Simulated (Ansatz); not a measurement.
TiS:
```xyz
6
Lattice="1.6962 0.9793 8.8038 -1.6962 0.9793 8.8038 0.0000 -1.9586 8.8038" Properties=species:S:1:pos:R:3 pbc="T T T"
Ti     0.0000     0.0000    13.2057
Ti     0.0000     0.0000    10.0880
Ti     0.0000     0.0000    16.3234
S      0.0000     0.0000     0.0000
S      0.0000     0.0000     5.8974
S      0.0000     0.0000    20.5140
```

Relaxed with PBEsol. Special points in fractions of this cell's reciprocal vectors: Γ (0.000, 0.000, 0.000); T (0.500, 0.500, 0.500); H2 (0.825, 0.175, 0.500); H0 (0.500, -0.175, 0.175); L (0.500, 0.000, 0.000); S0 (0.337, -0.337, 0.000); S2 (0.663, 0.000, 0.337); F (0.500, 0.000, 0.500).

Problem. List the band energies nearest the Fermi level at these points for the program Ansatz at the PBEsol level (PAW).

Solution. In eV from the Fermi level; about four levels below and three above (degenerate sets whole), none deeper than 8.9 eV; points with the same levels are listed once.

```tsv
k	below	above
Γ	-1.11 -1.11 -0.70 -0.70	0.41 0.41 0.60 0.60
T	-0.80 -0.56 -0.17 -0.17	0.52 0.52 0.81 0.81
H2	-5.21 -0.72 -0.37 -0.05	0.14 0.73 0.77
L	-4.42 -3.96 -2.66 -1.60	0.49 0.76 0.99
S0	-5.20 -0.72 -0.23 -0.21	0.20 0.60 0.94
F	-4.60 -3.78 -2.90 -1.18	0.30 0.34 1.03
```

Space group R-3m. The workflow started from an entry of the Crystallography Open Database (COD), which files this formula under 2 space groups. Its standing as an ambient phase is unchecked. The PBEsol relaxation kept the symmetry of its start; whether a distortion lowers the energy is not shown. No spin polarisation was allowed.

Potentials: the later of the program's two PAW sets.
